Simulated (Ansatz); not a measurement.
A geometry of ZrO2 away from equilibrium: step 2 of the relaxation of a relaxed ZrO2 cell shaken by Gaussian noise of σ = 0.08 Å a coordinate. Computed with r2SCAN (plane waves to 500 eV, PAW, scalar-relativistic; Ansatz, a program for electronic structure). Γ-centred k-mesh 4×4×4 on the run's cell (coarser than for final values), Fermi–Dirac smearing 0.05 eV.

```xyz
12
Lattice="5.3402 -0.0141 -0.0100 -0.0135 5.0252 0.0200 -0.0096 0.0201 5.0905" Properties=species:S:1:pos:R:3:forces:R:3 pbc="T T T" free_energy=-21352.383 pressure_GPa=0.8
Zr     0.0623     1.3028     1.3354    0.9271    0.8164   -1.0860
Zr     5.2043     3.6814     3.8596   -1.3325   -0.2203   -0.6021
Zr     2.7700     3.6713     1.2907    0.5224   -0.0093   -0.2476
Zr     2.4655     1.3351     3.8080    0.4325    0.1875    0.4117
O      1.9624     0.3654     0.5796   -0.0353   -0.2464    0.2886
O      3.3309     4.6224     3.2107   -0.2796    0.1342   -0.5650
O      4.6338     4.6560     0.5888   -0.3604   -0.3435    0.2911
O      0.6580     0.4212     3.1674    0.0571   -0.7772    0.0282
O      1.1720     2.7220    -0.0380    0.7095   -0.6779    0.8895
O      4.1118     2.2550     2.5523   -0.8932    0.7649    0.5893
O      3.8619     2.3270     0.0207   -0.3056   -0.0654   -0.1419
O      1.3791     2.6872     2.5084    0.5582    0.4370    0.1442
```

Positions in Å, forces in eV/Å, free energy of the cell in eV (comparable only within this code, potentials and settings). Largest force: 1.64 eV/Å, on Zr1 (atoms numbered as listed); the geometry lies 0.03 eV/atom above the end of its relaxation.

No spin polarisation in the result.

The first start was generated by placing the elements on the sites of a structure type. A measured structure of ZrO2 has the same space group, Pca2₁ (No. 29); the sites were not compared with it. Another known form has space group No. 14.
